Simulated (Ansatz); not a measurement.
Ansatz input file:

```yaml
crystal:
  lattice:
    - [5.7167657667, 0.0, 0.0]
    - [0.0, 5.7167657667, 0.0]
    - [0.0, 0.0, 5.7167657667]
  atoms:
    - { symbol: Sr, position: [0.0, 0.0, 0.0] }
    - { symbol: Ca, position: [0.0, 0.5, 0.5655965305] }
    - { symbol: Ca, position: [0.5, 0.0, 0.5] }
    - { symbol: Ca, position: [0.5, 0.5, 0.0] }
basis:
  ecutwfc: 420
kpoints:
  mp_grid: { grid: [6, 6, 6] }
hamiltonian:
  xc: pbesol
scf:
  occupations: { method: gaussian, width: 0.1 }
output:
  forces: true
  stress: true
  eigenvalues: true
```

It can be run as
```bash
ansatz run input.yaml --threads 1 --pin off --backend cpu --events-out ev --progress --plain --runs-dir out  # memory cap (--max-ram) not shown
```

Computed with Ansatz 0.2.0, DFT PBEsol, scalar-relativistic, plane waves, PAW.

Abridged output:

```
Pseudopotentials: kind: paw
Pseudopotential: Sr, paw, valence charge 10, recommended cutoff 420 eV (normal)
Pseudopotential: Ca, paw, valence charge 10, recommended cutoff 420 eV (normal)
Functional definition: PBEsol
Crystal: 4 atoms, lattice volume = 186.832 Å³
Basis set: ecut = 420 eV, 3743 PW (Γ), exchange–correlation on 80×80×80 points (8 copies of the dense FFT grid, shifted against one another)
Bands: 24, of which v1, the nominal top of the filled ones, is band 20 counted from 1 (19 counted from 0)
Symmetry: 4 space group operations
Space group: Pmm2 (ITA 25), of the structure as read, at distance tolerance 5.7e-5 Å
k-points: 64 of 216 (time reversal used)
Initial density: superposition of atomic densities (neutral atoms: chi_scale 0, normalization atom), corrected by the library's trained network
Initial wavefunctions: pseudopotential atomic-orbital guess
Functional: x = pbesol(κ = 0.804, μ = 0.12345679), c = pbesol(β = 0.046)
SCF iter   1: F=—  HF=-8873.192233 eV  |F-HF|=—  |Δ(HF+E_count)|=         —  Δρ=2.06e-3  dr2=1.06e-2  ethr=1.77e-3  ⟨swp⟩=9.4  Hψ=18461  notcnv=0
automatic band count: the SCF goes on with 28 bands, as 24 were too few: the levels above may hold too much charge
SCF iter   2: F=—  HF=-8873.192196 eV  |F-HF|=—  |Δ(HF+E_count)|=   3.70e-5  Δρ=1.03e-3  dr2=4.29e-3  ethr=2.65e-5  ⟨swp⟩=3.0  Hψ=3785  notcnv=0  defer=14
SCF iter   3: F=—  HF=-8873.191093 eV  |F-HF|=—  |Δ(HF+E_count)|=   1.10e-3  Δρ=1.93e-4  dr2=1.24e-4  ethr=1.07e-5  ⟨swp⟩=3.0  Hψ=2960  notcnv=0  defer=14
SCF iter   4: F=—  HF=-8873.191072 eV  |F-HF|=—  |Δ(HF+E_count)|=   2.05e-5  Δρ=5.63e-5  dr2=1.62e-5  ethr=3.10e-7  ⟨swp⟩=2.0  Hψ=1854  notcnv=0  defer=14
SCF iter   5: F=—  HF=-8873.191061 eV  |F-HF|=—  |Δ(HF+E_count)|=   1.16e-5  Δρ=1.48e-5  dr2=7.77e-7  ethr=4.06e-8  ⟨swp⟩=2.0  Hψ=1949  notcnv=0  defer=28
SCF iter   6: F=-8873.191061 eV  HF=-8873.191061 eV  |F-HF|=2.24e-8  |Δ(HF+E_count)|=   3.60e-8  Δρ=3.52e-6  dr2=5.26e-8  ethr=2.50e-10  ⟨swp⟩=11.8  Hψ=10065  notcnv=0
SCF 1 converged in 6 iterations: F = -8873.191061 eV  dr2 = 5.26e-8
SCF converged after 6 iterations
Free energy (F): -8873.191061 eV
Harris-Foulkes:  -8873.191061 eV  (|F-HF|=2.24e-8)
Internal energy: -8873.159510 eV  (E = F + TS)
E sigma→0 (E₀):  -8873.175285 eV
Entropy (-TS):   -0.031551 eV (-7.888 meV/atom)
Fermi energy:    4.685190 eV
--- Per-component energies (eV) ---
  E_band       = -672.558406
  E_kinetic    = 1065.910883
  E_local      = -3378.901234  (includes V_loc(G=0)·N_el)
  E_nonlocal   = 398.025018
  E_hartree    = 1070.237011
  E_xc         = -571.384450
  E_vxc        = -662.079026  (∫ρ·V_xc dr)
  E_paw        = -5154.586095  (= ΣΔE_a)
  E_vpaw       = -235.989311  (= ΣTr[D̂ρ^β])
  E_aug_tail   = -0.000018  (compensation charges beyond the density's cutoff)
  E_ewald      = -2302.951356
  E_core_change = 0.490730  (= ΣΔE_core)
  E_smearing   = -0.031551  (= −TS)
--- Forces (eV/Å), atoms counted from 1 ---
  atom   1  Sr     0.00000000     0.00000000     0.35602621
  atom   2  Ca     0.00000000     0.00000000    -0.70505993
  atom   3  Ca     0.00000000     0.00000000     0.10247675
  atom   4  Ca     0.00000000     0.00000000     0.24655091
--- Stress (GPa, compression-positive) ---
       -0.865534       0.000000       0.000000
        0.000000      -0.807911       0.000000
        0.000000       0.000000      -0.840312
  P = ⅓ Tr σ = -0.8379 GPa (-8.379 kbar)
--- Band table (eV; the first three rows and the last of 64) ---
  k-point 0: bands = ["-37.3788", "-37.3539", "-37.3458", "-31.5034", "-18.4569", "-18.4549", "-18.4542", "-18.4209", "-18.4197", "-18.4062", "-18.3898", "-18.3783", "-18.3729", "-13.5203", "-13.5197", "-13.5122", "0.8354", "4.1218", "4.1449", "4.3998", "5.1958", "5.2112", "5.2246", "5.5999", "5.6547", "5.6635", "6.8928", "6.8988"]
  k-point 1: bands = ["-37.3787", "-37.3537", "-37.3461", "-31.5034", "-18.4553", "-18.4527", "-18.4508", "-18.4208", "-18.4200", "-18.4063", "-18.3919", "-18.3819", "-18.3745", "-13.5211", "-13.5204", "-13.5123", "0.9869", "3.8063", "4.2466", "4.4518", "5.2101", "5.2217", "5.2791", "5.6171", "5.6232", "5.7875", "6.8264", "6.9500"]
  k-point 2: bands = ["-37.3785", "-37.3534", "-37.3465", "-31.5034", "-18.4520", "-18.4476", "-18.4425", "-18.4209", "-18.4206", "-18.4070", "-18.3962", "-18.3903", "-18.3780", "-13.5240", "-13.5206", "-13.5126", "1.4265", "2.9850", "4.5428", "4.7702", "5.2104", "5.2184", "5.5129", "5.5432", "5.5443", "6.1824", "6.4419", "7.1145"]
  k-point 63: bands = ["-37.3781", "-37.3516", "-37.3487", "-31.5033", "-18.4710", "-18.4561", "-18.4531", "-18.4476", "-18.3989", "-18.3947", "-18.3900", "-18.3784", "-18.3700", "-13.5234", "-13.5225", "-13.5153", "3.5757", "3.5869", "3.6027", "3.9260", "4.4550", "4.6345", "4.6582", "4.6614", "6.6854", "6.7343", "6.7755", "6.8557"]
```

The calculation finished and met its thresholds.